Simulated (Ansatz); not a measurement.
The elements of this relaxed trial crystal are hidden behind letters.

```
lattice vectors (Å)
   5.8812    0.0000    0.0000
   0.0000    5.8812    0.0000
   0.0000    0.0000    3.5450
fractional positions
X 0.2931 0.2931 0.0000
X 0.7069 0.7069 0.0000
X 0.7931 0.2069 0.5000
X 0.2069 0.7931 0.5000
Z 0.0000 0.0000 0.0000
Z 0.5000 0.5000 0.5000
```

Computed with DFT PBE, scalar-relativistic, plane waves, PAW in Ansatz 0.2.0. Settings of the last relaxation (6-atom cell): 420 eV, 6×6×12 k points, Gaussian smearing of 0.10 eV, no spin polarisation.

* Space group: P4_2/mnm (No. 136)
* Conventional cell: a = 5.881 Å, c = 3.545 Å
* Volume per atom: 20.44 Å³
* Density: 2.30 g/cm³
* Formation energy: +0.24 eV/atom
* Gap on the 6×6×12 mesh of the 6-atom cell: 0 eV (a metal)

Energies are uncorrected and count from the elements' standard states at the same level.

Q: X is a p-block element of period 3 and Z is a p-block element of period 3. Which elements are they?

A: X = Al, Z = P, so the formula is Al2P, here in the anti-rutile type. Density times volume gives a mean mass of 2.30 × 20.44/1.6605 = 28.3 u per atom, and this set has 28.3 u. Among the elements that the hints allow, noble gases aside, only these give it. Al has 3 P at 2.44–2.47 Å; around P lie 6 Al at 2.44–2.47 Å.

A structure relaxed within its symmetry needn't be a true minimum.
